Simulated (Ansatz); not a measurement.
# La₃Tl, one cell by several methods

```xyz
4
Lattice="5.0600 -0.0506 -0.0506 -0.0506 5.0600 -0.0506 -0.0506 -0.0506 5.0600" Properties=species:S:1:pos:R:3 pbc="T T T"
La   -0.0506    2.5047    2.5047
La    2.5047   -0.0506    2.5047
La    2.5047    2.5047   -0.0506
Tl    0.0000    0.0000    0.0000
```

Atom numbers follow the list: La1, La2, La3, Tl4.

Conventional cell: a = 7.227 Å, b = 7.227 Å, c = 8.589 Å, α = 90.00°, β = 90.00°, γ = 120.00°. Around La (atom 1) lie 8 La at 3.54 to 3.61 Å and 4 Tl at 3.54 to 3.61 Å. Tl (atom 4) has 12 La at 3.54 to 3.61 Å as nearest neighbours.

The cell comes from COD entry 1522573, which wasn't checked; take it as a given geometry. The listed cell was then made from it by scaling, straining or moving an atom.

No spin–orbit coupling, which matters for the heavy atoms here.

Methods: DFT, LDA, PAW with Ansatz's default frozen-core files, scalar-relativistic (Ansatz 0.2.0); DFT, LDA, all-electron PAW with datasets made for the crystal, scalar-relativistic (Ansatz 0.2.0); DFT, LDA, all-electron LAPW, scalar-relativistic (Ansatz 0.2.0).

For PAW: a Γ-centred 8×8×8 k mesh, Fermi–Dirac smearing of 0.08 eV, cutoff 420 eV, no spin polarisation; the PAW files were made with PBE, and the program remakes their frozen cores for this functional. The crystal-made all-electron datasets (AE datasets) take a cutoff of 260 eV at this cell. LAPW targets a basis error of 0.5 meV/atom. The Ansatz runs share mesh, smearing and spin set-up. Plane-wave (PAW) pressures include the program's estimate of the Pulay term.

Stress and pressure are positive in compression.

The change that made this cell: equal xy, yz and zx engineering shear strains of -2 %.

Spin–orbit coupling is left out, which moves gradients at and beside heavy atoms by some per cent and at worst by a factor of two.

In a metal, gradients converge slowly with the k mesh: the values move by tens of per cent from one mesh to another, at times in sign, so only the comparison on one mesh counts.

```csv
quantity,PAW,AE datasets,LAPW
pressure (GPa),-3.58,-3.55,-3.55
stress yz (GPa),0.37,0.37,0.37
stress xz (GPa),0.37,0.37,0.37
stress xy (GPa),0.37,0.37,0.37
largest principal field gradient Vzz at La1 (10²¹ V/m²),11.97,12.08,–
largest principal field gradient Vzz at Tl4 (10²¹ V/m²),-2.38,-2.29,–
```

PAW's pressure differs from the LAPW value by -0.03 GPa. Datasets made for the crystal and LAPW share parts of one code, so their agreement isn't an independent check.
